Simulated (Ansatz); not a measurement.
# Computed energy against volume: Mg (hcp, Mg type)

Mg (hcp, Mg type)

```cif
data_Mg2
_chemical_formula_sum 'Mg2'
_space_group_name_H-M_alt 'P 1'
_space_group_IT_number 1
_cell_length_a 3.18616
_cell_length_b 3.18616
_cell_length_c 5.22349
_cell_angle_alpha 90.000
_cell_angle_beta 90.000
_cell_angle_gamma 120.000
loop_
_space_group_symop_operation_xyz
  'x, y, z'
loop_
_atom_site_label
_atom_site_type_symbol
_atom_site_fract_x
_atom_site_fract_y
_atom_site_fract_z
_atom_site_occupancy
Mg1 Mg 0.33333 0.66667 0.75000 1
Mg2 Mg 0.66667 0.33333 0.25000 1
```

Equation-of-state scan: isotropic scaling of the cell above, V₀ being its volume. Symmetry pins the atoms to their sites.

These are PBE (plane waves to 420 eV, PAW, scalar-relativistic; Ansatz, an electronic-structure program) values and carry that method's errors. k mesh 17×17×9 (Γ-centred), Fermi-Dirac smearing 0.05 eV. E stands for the smeared free energy. Compression counts positive. With the shape held, the modulus is that of even scaling; a crystal free to change shape is softer. Mg was relaxed with its symmetry unable to fall. The PAW data are Ansatz's earlier set. ΔE is measured from the relaxed starting cell.

```json
[
 {"V (Å³/atom)": "19.288", "ΔE (meV/atom)": "88", "P (GPa)": "8.9"},
 {"V (Å³/atom)": "20.206", "ΔE (meV/atom)": "46", "P (GPa)": "5.9"},
 {"V (Å³/atom)": "21.124", "ΔE (meV/atom)": "19", "P (GPa)": "3.6"},
 {"V (Å³/atom)": "22.043", "ΔE (meV/atom)": "4", "P (GPa)": "1.6"},
 {"V (Å³/atom)": "22.961", "ΔE (meV/atom)": "0", "P (GPa)": "0.0"},
 {"V (Å³/atom)": "23.880", "ΔE (meV/atom)": "4", "P (GPa)": "-1.3"},
 {"V (Å³/atom)": "24.798", "ΔE (meV/atom)": "14", "P (GPa)": "-2.4"},
 {"V (Å³/atom)": "25.717", "ΔE (meV/atom)": "31", "P (GPa)": "-3.2"},
 {"V (Å³/atom)": "26.635", "ΔE (meV/atom)": "51", "P (GPa)": "-3.9"}
]
```

Derived quantities:

```
Property                                                                      Result
---------------------------------------------------------------------  -------------
Pressure at the smallest volume                                              8.9 GPa
Energy cost of the largest compression                                   88 meV/atom
Energy cost of the largest expansion                                     51 meV/atom
Bulk modulus at fixed cell shape B₀ (third-order Birch-Murnaghan fit)       35.9 GPa
Pressure derivative B₀′ (fit)                                                    4.0
Equilibrium volume of the fit                                          22.96 Å³/atom
Pressure for 5 % compression (fit)                                           2.0 GPa
```

(Under strain, the slope of the energy per volume gives the stress and its curvature an elastic modulus.)
